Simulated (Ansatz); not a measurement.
## Calculated ¹⁷O NMR of the central transition for ZnH₂SO₅

Cell: an entry of the Crystallography Open Database (COD) whose atoms were relaxed with PBE, the cell held.

Space group C2/c (No. 15); a = 6.9250, b = 7.5910, c = 7.5030 Å, β = 116.25°.

| site | Wyckoff | site symmetry | x | y | z |
| --- | --- | --- | --- | --- | --- |
| Zn | 4c | -1 | 0.2500 | 0.2500 | 0.0000 |
| H | 8f | 1 | 0.0882 | 0.0364 | 0.7056 |
| S | 4e | 2 | 0.5000 | 0.0942 | 0.7500 |
| O9 | 8f | 1 | 0.5129 | 0.2050 | 0.5932 |
| O13 | 8f | 1 | 0.6971 | 0.9790 | 0.8376 |
| O17 | 4e | 2 | 0.5000 | 0.6124 | 0.7500 |

One atom of each set is listed; the run and its k-mesh use a cell of 18 atoms with edges of 5.14, 5.14, 7.50 Å.

All values are calculated (Ansatz; DFT, PBE, plane waves and PAW, scalar-relativistic, 420 eV cutoff, Γ-centred 5×5×4 k-points, Fermi–Dirac smearing 0.02 eV), not measured.

¹⁷O has I = 5/2 and Q = -25.58 mb (Pyykkö 2018); at 21.1 T its Larmor frequency is ν₀ = 121.8 MHz. Only the quadrupole interaction is simulated: positions count from each site's isotropic chemical shift, and J coupling is left out, as are shift anisotropy and dipolar coupling, which fast spinning averages.

(1) What does the ¹⁷O spectrum (fast magic-angle spinning) show for each site?

## Answers

(1) 

```tsv
site	first shell	C_Q (MHz)	η	P_Q (MHz)	δ_QIS (ppm)	breadth (kHz)
O9	1 S at 1.48 Å, 1 Zn at 2.08 Å, angle 134°	-8.76	0.18	8.81	-31.4	8.60
O13	1 S at 1.51 Å, 1 Zn at 2.06 Å; also 1 H at 1.71 Å	-8.77	0.33	8.92	-32.2	9.02
O17	2 H at 1.00 Å, 2 Zn at 2.18 Å	-5.80	0.88	6.51	-17.1	4.67
```

δ_QIS = −(ν_Q²/30ν₀²)[I(I+1) − 3/4](1 + η²/3) × 10⁶ ppm with ν_Q = 3|C_Q|/[2I(2I−1)]; it falls as 1/B₀² in ppm, and the breadth as 1/B₀ in kHz.

At O9 and O13 V_zz points along the shorter of its two bonds, to S (within 6°) in each case.

The entry's hydrogen positions were far off; the other atoms hardly move on relaxation.
